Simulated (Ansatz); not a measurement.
CdF2:
```cif
data_Cd4F8
_chemical_formula_sum 'Cd4 F8'
_space_group_name_H-M_alt 'Fm-3m'
_space_group_IT_number 225
_space_group_name_Hall '-F 4 2 3'
_cell_length_a 5.48148
_cell_length_b 5.48148
_cell_length_c 5.48148
_cell_angle_alpha 90.000
_cell_angle_beta 90.000
_cell_angle_gamma 90.000
loop_
_atom_site_label
_atom_site_type_symbol
_atom_site_symmetry_multiplicity
_atom_site_Wyckoff_symbol
_atom_site_fract_x
_atom_site_fract_y
_atom_site_fract_z
_atom_site_occupancy
Cd1 Cd 4 a 0.00000 0.00000 0.00000 1
F1 F 8 c 0.25000 0.25000 0.25000 1
```
(The calculation used a cell of 3 atoms; values per cell refer to that cell.)

Relaxed with PBE.

Q: Tabulate the valence density and the electron localisation function along the shortest Cd–F contact (2.37 Å), PBE (plane waves, PAW; program Ansatz).

A: 

```
distance from Cd (Å)  density (e/Å³)   ELF
--------------------  --------------  ----
0.24                           21.00  0.83
0.36                           15.67  0.72
0.47                           10.40  0.61
0.59                            6.10  0.53
0.71                            3.17  0.45
0.83                            1.52  0.35
0.95                            0.73  0.22
1.07                            0.40  0.11
1.19                            0.29  0.07
1.31                            0.29  0.11
1.42                            0.39  0.30
1.54                            0.63  0.60
1.66                            1.11  0.77
1.78                            2.14  0.82
1.90                            4.17  0.80
2.02                            7.22  0.74
2.14                           10.54  0.61
```

The density is the valence pseudo-density with augmentation charge, so density and ELF within about 1 Å of a nucleus are not all-electron values.

The PBE relaxation kept the symmetry of its start; phonons on a q-mesh show no instability.

Potentials: the later of the program's two PAW sets.
